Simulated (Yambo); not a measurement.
A G0W0@PBEsol run in Yambo for Mg₂SeS (space group P-4m2, No. 115) (4×4×2 Γ-centred k mesh, bands 27 to 290 and a 7 Ry block in the screening, 290 bands in G with the Bruneval-Gonze terminator, plasmon pole fitted at 27.2 eV) gives these matrix elements, in eV, at the band edges (Γ → Γ):

| state | E0 | <Vxc> | <Σx> | <Σc(E0)> | Z |
|---|---|---|---|---|---|
| valence edge | 0.000 | -13.190 | -16.812 | 1.783 | 0.792 |
| conduction edge | 2.601 | -9.188 | -5.373 | -3.198 | 0.820 |

Problem. Solve the linearised quasiparticle equation for both states, give the gap, and say how exchange and correlation each act on it.

Solution. E = E0 + Z(Σx + Σc − Vxc). Valence: 0.000 + 0.792 × (-16.812 + (1.783) − (-13.190)) = -1.46 eV. Conduction: 2.601 + 0.820 × (-5.373 + (-3.198) − (-9.188)) = 3.11 eV. The gap is 4.56 eV, against 2.60 eV in PBEsol. Replacing Vxc by bare exchange alone would open it by 7.44 eV; correlation takes back 4.98 eV of that, and Z scales what is left. Nearest settings tried, and what they do to the gap: 190 bands in W, 190 bands in G: -27 meV; 6 Ry block (165 vectors against 229): -41 meV; 2×2×2 mesh: -68 meV. So the settings aren't converged at that level. 

The standard potential for Se keeps a d shell in the valence without the s and p states of that shell. In tests on such compounds this moved G0W0 gaps by up to about 0.9 eV, so absolute quasiparticle energies here are unreliable; differences between settings are what counts.

Spin-orbit coupling is included.

Geometry relaxed with PBEsol; primitive cell a = b = 4.0984 Å, c = 5.7870 Å, α = β = γ = 90.00°.

The structure is a Materials Project entry; no match was found in the copy of COD used, and its stability was not checked.
